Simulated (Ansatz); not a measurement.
A generator proposed this cell of In₃Se.

```
CELL_PARAMETERS angstrom
4.46880 0.00000 0.00000
0.00000 4.46880 0.00000
0.00000 0.00000 6.18729
ATOMIC_POSITIONS crystal
In 0.00000 0.50000 0.00000
In 0.50000 0.00000 0.00000
In 0.50000 0.50000 0.00000
Se 0.50000 0.50000 0.50000
```

Method: DFT PBE, scalar-relativistic, plane waves, PAW in Ansatz 0.2.0. Plane waves to 420 eV, a k mesh through Γ of 4×4×4 on the computed 4-atom cell and Gaussian smearing (0.10 eV); no spin polarisation.

The zero of energy is the elements' standard structures at the same level; no fitted shifts are applied.

**Question.** How far from equilibrium is it?

**Answer.** The pressure is 30.4 GPa (the mean over three directions, positive in compression), the largest force is 0.00 eV/Å (symmetry fixes the atoms), and the energy is +2.20 eV/atom against the elements. The shortest distance is 2.23 Å.

**Question.** How much does it gain on relaxing, and where does it end?

**Answer.** Relaxing gains about 1.9 eV/atom (the start's value is from the coarse mesh, so the gain is rough) in 17 ionic steps and ends at +0.29 eV/atom on the finer mesh. The symmetry stays P4/mmm (No. 123). The volume per atom grows by 52.4 %, from 30.9 to 47.1 Å³. The shortest distance goes from 2.23 Å (In–In) to 2.71 Å (In–Se). The ratio c/a of the conventional cell changes by a factor of 0.66. Conventional cell: a = 5.893 Å, c = 5.422 Å. In on a site of symmetry mmm is surrounded by 2 In at 2.95 Å; around In on a site of symmetry 4/mmm lie 2 Se at 2.71 Å and 4 In at 2.95 Å; Se has 2 In at 2.71 Å.

The last run used an 8×8×8 mesh for its 4-atom cell and Gaussian smearing of 0.10 eV. An odd number of electrons in the primitive cell allows no gap without spin; a larger cell or a magnetic state could open one. The reference form of Se is held partly by dispersion forces, which this level lacks. The relaxation can't lower the symmetry of the start. Symmetry constrained the relaxation, so the result can be a saddle point. Another cell of In3Se relaxed alike, in Im-3m, lies 0.42 eV/atom lower, so this cell isn't the stable form at this level.
